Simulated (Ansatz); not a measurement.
A relaxed cell of Sn4Bi2O is given with its symmetry left out. The cell was found from a structure generator's guess, not taken from experiment.

Level of theory: DFT PBE, scalar-relativistic, plane waves, PAW in Ansatz. Cutoff 420 eV, Γ-centred mesh, Gaussian smearing, no spin polarisation.

```cif
data_structure
_symmetry_space_group_name_H-M 'P 1'
_symmetry_Int_Tables_number 1
_cell_length_a 5.1528
_cell_length_b 5.1528
_cell_length_c 9.3805
_cell_angle_alpha 90.000
_cell_angle_beta 90.000
_cell_angle_gamma 120.000
_cell_volume 215.70
loop_
_atom_site_label
_atom_site_type_symbol
_atom_site_fract_x
_atom_site_fract_y
_atom_site_fract_z
_atom_site_occupancy
Sn1 Sn 0.33333 0.66667 0.83620 1
Sn2 Sn 0.33333 0.66667 0.16380 1
Sn3 Sn 0.66667 0.33333 0.16380 1
Sn4 Sn 0.66667 0.33333 0.83620 1
Bi1 Bi 0.33333 0.66667 0.50000 1
Bi2 Bi 0.66667 0.33333 0.50000 1
O1 O 0.00000 0.00000 0.50000 1
```

Energies over the elements count from the elements' standard structures at the same level (O₂ as a molecule), with no fitted energy shifts. The references include grey tin.

(1) What space group does it have?

(2) How far does it lie from the elements in energy?

(3) Is it a metal?

## Answers

(1) P6/mmm (No. 191). Conventional cell: a = 5.153 Å, c = 9.381 Å. Around Sn lie 4 Sn at 2.97–3.07 Å and 1 Bi at 3.15 Å; around Bi lie 3 Bi at 2.97 Å, 3 O at 2.97 Å and 2 Sn at 3.15 Å; around O lie 6 Bi at 2.97 Å.

(2) +0.21 eV/atom. The separate elements lie lower, so it is unstable against them.

(3) Yes, bands cross the Fermi level on the 12×12×4 mesh.

The last run used a 12×12×4 mesh (in the run's order of axes) for its 7-atom cell and Gaussian smearing of 0.10 eV. These runs have no spin–orbit coupling, which can matter for Bi. Symmetry constrained the relaxation, so the result can be a saddle point.
